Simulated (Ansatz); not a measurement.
A relaxation computed with Ansatz, from input to last step.

```yaml
crystal:
  lattice:
    - [4.38052249, 2.52909583, 0.0]
    - [-1.0e-08, 5.05819166, 4.7309643]
    - [4.3805225, -2.52909583, 4.7309643]
  atoms:
    - { symbol: B, position: [0.1628388449, 0.1699675826, 0.8328800041] }
    - { symbol: B, position: [0.1661492619, 0.4998334034, 0.4988333709] }
    - { symbol: B, position: [0.0860403727, 0.2458781211, 0.247419129] }
    - { symbol: B, position: [0.0815862904, 0.9143123929, 0.5833359115] }
    - { symbol: B, position: [0.5901562309, 0.750292816, 0.7498805692] }
    - { symbol: B, position: [0.5846113633, 0.0825309872, 0.416919772] }
    - { symbol: "N", position: [0.9773813548, 0.6865464405, 0.6917951171] }
    - { symbol: "N", position: [0.4769111273, 0.5197102781, 0.8537660012] }
    - { symbol: "N", position: [0.473704463, 0.8599661811, 0.524057635] }
    - { symbol: "N", position: [0.4789341473, 0.190643704, 0.1853323074] }
    - { symbol: "N", position: [0.8920678203, 0.4396284495, 0.4425358209] }
    - { symbol: "N", position: [0.8987529275, 0.7699221762, 0.1031339217] }
    - { symbol: "N", position: [0.8897854668, 0.1066004089, 0.7733446345] }
    - { symbol: "N", position: [0.3910464242, 0.6098113967, 0.2738826165] }
    - { symbol: "N", position: [0.3945013906, 0.9373540061, 0.9406253955] }
    - { symbol: "N", position: [0.3929465752, 0.2689825289, 0.6037733994] }
    - { symbol: O, position: [0.974809632, 0.3542500499, 0.0227346851] }
    - { symbol: O, position: [0.9752187721, 0.0207990352, 0.3585586958] }
    - { symbol: Zn, position: [0.1669225068, 0.8324269562, 0.166378036] }
    - { symbol: Zn, position: [0.6681604813, 0.9973081278, 0.9972388913] }
    - { symbol: Ga, position: [0.6663355196, 0.6714167812, 0.3331180944] }
    - { symbol: Ga, position: [0.0865317159, 0.5770513319, 0.9175875838] }
    - { symbol: Ga, position: [0.5873290176, 0.4161306123, 0.0852154355] }
    - { symbol: "Y", position: [0.6611828839, 0.3376104528, 0.6673473332] }
  symmetry: { detect: false }
basis:
  ecutwfc: 500
kpoints:
  mp_grid: { grid: [2, 2, 2], shift: [0.5, 0.5, 0.5] }
hamiltonian:
  xc: r2scan
scf:
  occupations: { method: gaussian, width: 0.1 }
  lower_state_search: "off"
output:
  forces: true
  stress: true
  eigenvalues: true
relax:
  adjacent_minimum: "off"
  f_tol: 0.04
  max_steps: 50
  cell: { stress_tol: 0.3 }
```

```bash
ansatz run input.yaml --threads 4 --pin off --max-ram 9216MiB --backend cpu --events-out ev --progress --plain --runs-dir out
```

Method: Ansatz 0.2.0, DFT r2SCAN, scalar-relativistic, plane waves, PAW.

Of 29 frames 8 are shown, positions in Å and forces in eV/Å; the SCF threshold varies from step to step. Steps run on the plane waves of an earlier cell, with a Pulay correction in the pressure. The basis is chosen afresh for the last frame, the zero of the energies, and can be on the way; energy and pressure step there, also at an unchanged geometry.

```xyz
24
Lattice="4.3805 2.5291 0.0000 0.0000 5.0582 4.7310 4.3805 -2.5291 4.7310" Properties=species:S:1:pos:R:3:forces:R:3 pbc="T T T" step=1 free_energy_over_end_meV_per_atom=1168.15 pressure_GPa=32.99
B     4.3618   -0.8349    4.7444    0.5670   -1.4780   -5.1370
B     2.9130    1.6869    4.7247   -0.4330    0.9050   -1.2240
B     1.4607    0.8356    2.3338    3.3160    1.1580    2.5440
B     2.9127    3.3558    7.0853    2.6330   -0.4470    2.6110
B     5.8701    3.3912    7.0973   -1.2700    0.0500    2.3860
B     4.3872    0.8416    2.3629   -2.7860   -2.0530    1.6650
N     7.3119    4.1950    6.5209   -5.6400    3.0620   -2.9590
N     5.8291    1.6757    6.4979    1.9260    5.0330   13.6710
N     4.3707    4.2225    6.5478    0.0700    0.4670    4.6250
N     2.9098    1.7069    1.7787   -0.0820   -6.3830    4.0810
N     5.8463    3.3606    4.1735    4.5430   13.2150   -8.6650
N     4.3888    5.9066    4.1304   -0.3390   -2.1510   -1.3510
N     7.2854    0.8337    4.1630   12.2770    0.4850   -7.4940
N     2.9127    3.3809    4.1807    2.3010   -6.8620    0.9170
N     5.8486    3.3601    8.8847   -6.3640    3.9810   -3.9600
N     4.3662    0.8274    4.1290  -12.4540   -7.2490   -4.6130
O     4.3698    4.1998    1.7835    5.2300   -2.9260   -4.3400
O     5.8426    1.6648    1.7947   -0.7340    0.5360    6.0760
Zn    1.4600    4.2120    4.7253   -0.8370    0.2850   -1.0380
Zn    7.2953    4.2123    9.4361    0.6630   -0.6530   -0.1680
Ga    4.3781    4.2389    4.7524   -0.1760    1.0470   -0.4240
Ga    4.3986    0.8170    7.0711    0.0700    2.3490    3.5240
Ga    2.9461    3.3748    2.3718   -2.7770   -1.1810    2.6170
Y     5.8197    1.6921    4.7544    0.2960   -1.1910   -3.3450
24
Lattice="4.5467 2.5077 -0.0812 -0.0050 4.8721 4.6643 4.5419 -2.6514 4.8899" Properties=species:S:1:pos:R:3:forces:R:3 pbc="T T T" step=5 free_energy_over_end_meV_per_atom=139.71 pressure_GPa=0.31
B     4.4852   -1.0082    4.3895    0.5550    0.3950   -1.4470
B     2.8993    1.5903    4.7252   -0.2780   -0.0380   -0.3850
B     1.6725    0.7514    2.5562   -0.6010   -0.5610   -0.2110
B     3.3003    2.9476    7.1708    0.3530    0.1000   -0.2020
B     5.9854    3.2763    7.1988   -0.2650   -0.1500    0.0740
B     4.0791    0.4697    2.6136   -0.7790   -0.6550    0.3300
N     7.4142    4.1486    6.3597    0.0250   -0.0110    0.1170
N     6.1363    1.7954    6.6829    0.1750   -0.0110    0.3590
N     4.5002    3.9592    6.6543   -0.0710    0.1110    0.2510
N     2.9691    1.2762    1.9494    0.6670    0.1590   -0.3460
N     6.2059    3.5037    3.9336   -0.0470   -0.3430    1.0970
N     4.5750    5.6954    3.9915   -0.0250    0.4600    0.1730
N     7.9551    0.6206    3.8703    0.6180   -0.2200    0.1860
N     3.1502    3.0082    4.2459   -0.0810    0.0160    0.1000
N     5.8635    3.4507    8.7165   -0.0890    0.0990    0.0880
N     4.0932    0.4851    4.1188   -0.2340   -0.0600   -0.0490
O     4.8425    3.9856    1.6850   -0.4860   -0.2910    0.0890
O     6.0327    1.6532    2.1376    0.1370    2.1550   -0.1240
Zn    1.5341    4.2003    4.7771   -0.0460   -0.2320    0.0320
Zn    7.5803    3.8546    9.5633   -0.1460   -0.3850    0.2740
Ga    4.5971    4.0707    4.7704    0.1970   -0.2340   -0.2950
Ga    4.5153    0.7484    7.1501    0.3970   -0.4140    0.3410
Ga    3.0763    3.2303    2.3789    0.1780   -0.0900    0.3600
Y     6.0559    1.3902    4.5042   -0.1530    0.2030   -0.8120
24
Lattice="4.6137 2.5010 -0.0059 -0.0048 4.9995 4.7870 4.7076 -2.6747 4.9696" Properties=species:S:1:pos:R:3:forces:R:3 pbc="T T T" step=9 free_energy_over_end_meV_per_atom=79.27 pressure_GPa=0.82
B     4.6537   -0.9971    3.9354    0.9370   -0.6510    0.1310
B     2.9254    1.6412    4.9102   -0.3300    0.0660   -0.3960
B     1.6053    0.9072    2.6838   -0.2590    0.7120    0.0470
B     3.4836    2.9230    7.2615    0.6120   -0.1350    0.5590
B     6.6018    3.1913    7.4006    0.3750   -0.5670    0.3660
B     3.9260    0.4240    2.6415   -0.7500    0.2030   -0.1150
N     7.6645    4.0837    6.5949   -0.0620    0.5700   -0.3630
N     6.4396    1.8079    6.8417    0.2700   -0.2440   -0.2170
N     4.3115    4.0883    6.7951   -0.6610    0.7370    0.0660
N     2.9580    1.4159    2.0535    0.0830    0.0410   -0.4950
N     6.3202    3.5409    4.2671    0.1630   -0.3380   -0.1040
N     4.6550    5.8147    4.3051   -0.1090    0.4770    0.1520
N     8.1951    0.5066    3.8839   -0.4440   -0.3420    0.7440
N     3.1916    3.0488    4.4304    0.0680    0.0630    0.3010
N     6.1114    3.5459    8.7743   -0.5190    0.3660   -0.7780
N     4.1806    0.4559    4.0610    0.2160   -0.2990   -0.0270
O     4.9555    4.1603    2.1124   -0.3140   -0.6570   -0.4630
O     6.0121    2.0432    2.2826   -0.0550   -0.4890    0.0610
Zn    1.5416    4.2372    5.1114    0.0000    0.0900   -0.3670
Zn    7.7413    3.9172    9.8591   -0.0300    0.1520   -0.0610
Ga    4.6689    4.1131    4.9557    0.1000   -0.1790   -0.0360
Ga    4.8505    0.8146    7.4530    0.5040    0.4080    0.3650
Ga    3.2033    3.2556    2.5448    0.1200    0.2800    0.1270
Y     6.2093    1.3542    4.4258    0.0860   -0.2630    0.5040
24
Lattice="4.5854 2.4864 -0.0465 -0.2253 5.2760 4.9004 4.6586 -2.7001 4.7582" Properties=species:S:1:pos:R:3:forces:R:3 pbc="T T T" step=13 free_energy_over_end_meV_per_atom=52.26 pressure_GPa=-0.04
B     4.7194   -1.1369    3.6817    0.0450    0.1040    0.5660
B     2.5520    2.0070    5.0082   -0.4180    0.2730   -0.5760
B     1.4763    1.0715    2.6464    0.3910   -0.0340   -0.1690
B     3.2289    3.1185    7.2811   -0.0610    0.1970    0.3760
B     6.5035    3.2743    7.3036   -0.2370   -0.4870   -0.1370
B     3.8271    0.3794    2.5542   -0.4530    0.5660    0.3030
N     7.3833    4.3160    6.5283    0.1930    0.1870   -0.6880
N     6.3636    1.9176    6.6781    0.0190   -0.1500   -0.1720
N     3.8315    4.3507    6.7332    0.0420   -0.3480   -0.2070
N     2.8876    1.4900    2.0310   -0.0390    0.0540   -0.2130
N     6.1505    3.6698    4.2368    0.1830   -0.0110   -0.0350
N     4.4397    6.0069    4.3313   -0.0440   -0.2230    0.0850
N     8.1429    0.4123    3.7490   -0.1190    0.1540   -0.1170
N     2.9663    3.2627    4.3914    0.2730   -0.5890    0.4430
N     5.8897    3.5981    8.5901    0.1380   -0.0950   -0.1110
N     4.3250    0.2915    3.8740   -0.0240   -0.0500   -0.0880
O     4.8263    4.2995    2.0431    0.0500    0.0480    0.0970
O     5.8575    2.1776    2.2013   -0.0810    0.0470    0.2760
Zn    1.2895    4.5466    5.1974   -0.0120    0.2650   -0.3780
Zn    7.4794    4.1376    9.7238    0.0930   -0.2220    0.2050
Ga    4.4653    4.2713    4.9736   -0.1260    0.0280   -0.2980
Ga    4.7733    0.9692    7.3162    0.3790    0.0880    0.3640
Ga    3.1733    3.3372    2.5071   -0.2220   -0.0350    0.1420
Y     6.1910    1.4170    4.2841    0.0310    0.2330    0.3330
24
Lattice="4.5296 2.5273 -0.0415 -0.2403 5.3932 4.9318 4.6054 -2.7363 4.7518" Properties=species:S:1:pos:R:3:forces:R:3 pbc="T T T" step=17 free_energy_over_end_meV_per_atom=44.80 pressure_GPa=-0.26
B     4.6568   -1.1783    3.7339    0.0700   -0.0620    0.1470
B     2.5061    2.0848    5.0025    0.0860   -0.0040   -0.1120
B     1.4787    1.1322    2.6529   -0.0140   -0.0070    0.1210
B     3.1198    3.2086    7.3114   -0.0060    0.0610   -0.1680
B     6.4205    3.3222    7.2961    0.0480    0.0420   -0.0370
B     3.7530    0.3682    2.5446    0.0860   -0.1790    0.0210
N     7.2393    4.4401    6.5308    0.0140   -0.0700    0.0930
N     6.3337    1.9534    6.6897   -0.0460    0.0290    0.0010
N     3.6619    4.4394    6.7172   -0.2380    0.0700   -0.1020
N     2.8670    1.5143    2.0140   -0.0280   -0.0360    0.0410
N     6.0896    3.7692    4.2425    0.0190    0.0650   -0.0160
N     4.3926    6.1082    4.4002   -0.0460    0.2320    0.0560
N     7.9924    0.4356    3.7644    0.0260    0.0240    0.0600
N     3.0476    3.2352    4.3617    0.0580   -0.1120    0.0640
N     5.7935    3.5983    8.6075   -0.0430    0.2000   -0.1340
N     4.3128    0.2470    3.8402    0.0360    0.0680   -0.0920
O     4.7917    4.4394    2.0718    0.0110    0.0350   -0.0770
O     5.7242    2.2907    2.2522   -0.0730    0.0110   -0.1430
Zn    1.1837    4.7865    5.2218   -0.0280   -0.2880    0.2680
Zn    7.3660    4.2343    9.7478    0.0990   -0.0670   -0.1600
Ga    4.3971    4.3589    4.9928   -0.0620   -0.0160    0.0640
Ga    4.7959    1.0120    7.4006   -0.0040    0.0180    0.0460
Ga    3.1886    3.3689    2.4994    0.1080   -0.0600    0.1030
Y     6.0826    1.5295    4.3384   -0.0730    0.0470   -0.0460
24
Lattice="4.4329 2.6273 -0.0430 -0.2776 5.6550 5.0806 4.3883 -2.6306 4.6130" Properties=species:S:1:pos:R:3:forces:R:3 pbc="T T T" step=21 free_energy_over_end_meV_per_atom=9.99 pressure_GPa=0.88
B     4.4575   -1.1726    3.5958    0.1100   -0.2260    0.0650
B     2.5341    2.2319    5.0548   -0.1460   -0.3090   -0.2020
B     1.4111    1.4314    2.7088   -0.0520    0.6080   -0.0720
B     2.6983    3.5177    7.2892    0.0950   -0.2280    0.3320
B     6.2375    3.6018    7.3104   -0.1890   -0.1300   -0.0340
B     3.4579    0.3774    2.3037   -0.0520    0.3660    0.0440
N     6.9473    4.7675    6.5910    0.0730    0.5300   -0.2220
N     6.2202    2.2285    6.7252   -0.0430    0.0070    0.0080
N     2.8710    4.7779    6.5169    0.8000   -0.0560    0.6640
N     2.7284    1.6488    1.9287   -0.2030    0.0470    0.2440
N     5.9863    4.1193    4.2793    0.1650    0.1850   -0.2630
N     4.3387    6.4611    4.6800   -0.2320   -0.2490    0.2780
N     7.6051    0.6636    3.5901    0.1840    0.0020   -0.2560
N     3.4720    3.0682    4.3842   -0.2640   -0.0020    0.8210
N     5.4974    3.8255    8.5790    0.0100   -0.2740    0.1910
N     4.2719    0.2243    3.4355    0.0340    0.3390   -0.5120
O     4.7053    4.9444    2.1493    0.1950   -0.3080    0.1390
O     5.2835    2.7497    2.3522   -0.0280   -0.1780   -0.6070
Zn    1.1412    5.0419    5.6257   -0.5030    0.0020   -0.5090
Zn    6.9777    4.6881    9.6628    0.1930    0.1070   -0.0300
Ga    4.2322    4.6386    5.1049    0.0770   -0.0340   -0.3090
Ga    4.7449    1.3818    7.5732   -0.0120    0.2310    0.0520
Ga    3.3927    3.4216    2.5219   -0.4130   -0.1650   -0.1980
Y     5.6322    1.8393    4.3734    0.1990   -0.2630    0.3780
24
Lattice="4.5084 2.6134 -0.0568 -0.2958 5.6329 5.0343 4.4647 -2.6440 4.5760" Properties=species:S:1:pos:R:3:forces:R:3 pbc="T T T" step=25 free_energy_over_end_meV_per_atom=2.81 pressure_GPa=-0.08
B     4.5915   -1.1614    3.5760   -0.0060    0.2140   -0.1850
B     2.5325    2.1913    5.0089    0.0690    0.0000    0.1160
B     1.3766    1.4281    2.6448    0.0730    0.1880   -0.0220
B     2.7718    3.4977    7.2500   -0.2430   -0.0330   -0.1410
B     6.3138    3.5795    7.2483    0.0890    0.1160    0.0690
B     3.4907    0.3875    2.2814    0.3180    0.1760   -0.1560
N     7.0025    4.7576    6.5234    0.0310   -0.0210    0.0290
N     6.3006    2.2016    6.6713   -0.0720    0.0110   -0.0170
N     2.9281    4.7554    6.4778   -0.0470   -0.1020    0.0740
N     2.7166    1.6386    1.9163    0.0410   -0.0560    0.0680
N     6.0582    4.0971    4.1965   -0.0710   -0.1010   -0.0150
N     4.3891    6.3922    4.6568   -0.0190   -0.0080   -0.1680
N     7.8205    0.6549    3.5684    0.0240   -0.0860    0.1120
N     3.5161    3.0039    4.3810    0.1170    0.1220    0.0210
N     5.6088    3.7916    8.5488   -0.0310   -0.1570   -0.0560
N     4.4133    0.2404    3.3295   -0.0040   -0.1500    0.0650
O     4.7579    4.9135    2.1301   -0.1110    0.1550   -0.0190
O     5.3258    2.7207    2.2483    0.0320    0.0810   -0.0920
Zn    1.1587    4.9852    5.5347   -0.0180    0.1700    0.0570
Zn    7.1516    4.6422    9.5735   -0.1280    0.1960    0.0690
Ga    4.2913    4.5770    5.0459    0.0180   -0.0740    0.0520
Ga    4.8278    1.3734    7.5371   -0.0070   -0.2500   -0.1410
Ga    3.4118    3.3782    2.5023   -0.0460   -0.1140   -0.0150
Y     5.7619    1.8191    4.2879   -0.0100   -0.2750    0.2930
24
Lattice="4.5037 2.6189 -0.0608 -0.2890 5.6245 5.0397 4.4458 -2.6324 4.5798" Properties=species:S:1:pos:R:3:forces:R:3 pbc="T T T" step=29 free_energy_over_end_meV_per_atom=0.00 pressure_GPa=0.15
B     4.5767   -1.1496    3.5566    0.0010    0.0080   -0.0090
B     2.5360    2.1861    5.0226   -0.0090    0.0040   -0.0070
B     1.3810    1.4334    2.6531    0.0060    0.0090   -0.0250
B     2.7459    3.5019    7.2524   -0.0080    0.0130   -0.0030
B     6.3092    3.5813    7.2611   -0.0320    0.0000   -0.0200
B     3.5026    0.3995    2.2612    0.0150    0.0190   -0.0320
N     6.9950    4.7585    6.5328    0.0150   -0.0060    0.0030
N     6.2829    2.2038    6.6809    0.0100    0.0010    0.0040
N     2.9199    4.7530    6.4772   -0.0060   -0.0220    0.0120
N     2.7182    1.6457    1.9179   -0.0060   -0.0240    0.0170
N     6.0568    4.0956    4.2017    0.0070    0.0030   -0.0060
N     4.3715    6.3957    4.6445    0.0060   -0.0130   -0.0050
N     7.7914    0.6806    3.5634   -0.0030   -0.0010    0.0100
N     3.5233    2.9997    4.3964    0.0060   -0.0100    0.0100
N     5.5937    3.7839    8.5525    0.0090   -0.0060    0.0220
N     4.4229    0.2464    3.3066    0.0100   -0.0060    0.0110
O     4.7517    4.9206    2.1202    0.0080    0.0240   -0.0040
O     5.3241    2.7332    2.2528    0.0080    0.0080   -0.0210
Zn    1.1418    5.0023    5.5382   -0.0140    0.0100    0.0160
Zn    7.1173    4.6763    9.5848    0.0020    0.0180   -0.0030
Ga    4.2898    4.5799    5.0544   -0.0120    0.0060    0.0040
Ga    4.8012    1.3695    7.5331   -0.0030   -0.0160   -0.0110
Ga    3.4148    3.3691    2.5149   -0.0090   -0.0050    0.0030
Y     5.7437    1.8086    4.3208   -0.0020   -0.0150    0.0310
```

It took 5.9 min on 4 threads of Intel(R) Xeon(R) Platinum 8259CL CPU @ 2.50GHz (Skylake/Cascade Lake) (shared host), peak memory 1.4 GiB.

The k mesh is coarse.